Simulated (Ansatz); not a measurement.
## TiTe2: experiment and calculation

**The experiment to reproduce.**

“Switching of the topologically trivial and non-trivial quantum phase transitions in compressed 1T-TiTe2: Experiments and Theory”, 2017, arxiv:1709.00815 reports, for a powder of TiTe2: bulk modulus 28.6 GPa.

The results are compared with them further down.

All numbers below come from Ansatz 0.2.0, DFT PBE+D3(BJ), scalar-relativistic, plane waves, PAW.

Cutoff 420 eV; k points 12×12×8 on the computed 3-atom cell (Γ-centred); Gaussian smearing, width 0.10 eV; no spin polarisation.

Relaxed structure, symmetry kept:

```cif
data_structure
_symmetry_space_group_name_H-M 'P 1'
_symmetry_Int_Tables_number 1
_cell_length_a 3.6960
_cell_length_b 3.6960
_cell_length_c 6.3839
_cell_angle_alpha 90.000
_cell_angle_beta 90.000
_cell_angle_gamma 120.000
_cell_volume 75.52
loop_
_atom_site_label
_atom_site_type_symbol
_atom_site_fract_x
_atom_site_fract_y
_atom_site_fract_z
_atom_site_occupancy
Ti1 Ti 0.00000 0.00000 0.00000 1
Te1 Te 0.66667 0.33333 0.27121 1
Te2 Te 0.33333 0.66667 0.72879 1
```

| Item | Value |
| --- | --- |
| Space group | P-3m1 (No. 164) |
| Volume per atom | 25.17 Å³ |
| Kohn–Sham band gap | none (metal) |
| Density of states at the Fermi level | 1.50 states/eV per cell |
| Löwdin character within 0.5 eV of the Fermi level | Ti 3d 71 %, Te 5p 25 % |
| Bulk modulus | 39 GPa |
| Its pressure derivative | 7.4 |
| Bader charges (e) | Ti (1 in the cell) 1.33, Te (2 in the cell) -0.66 |

Spin-orbit coupling is left out, which matters for the bands of heavy elements.

A measured bulk modulus of TiTe2 is 28.6 GPa (powder; the paper above); the calculated 39 GPa misses it by +37.3 %. So large a miss may mean another phase, state or a wrong row. The calculation is for 0 K without zero-point motion.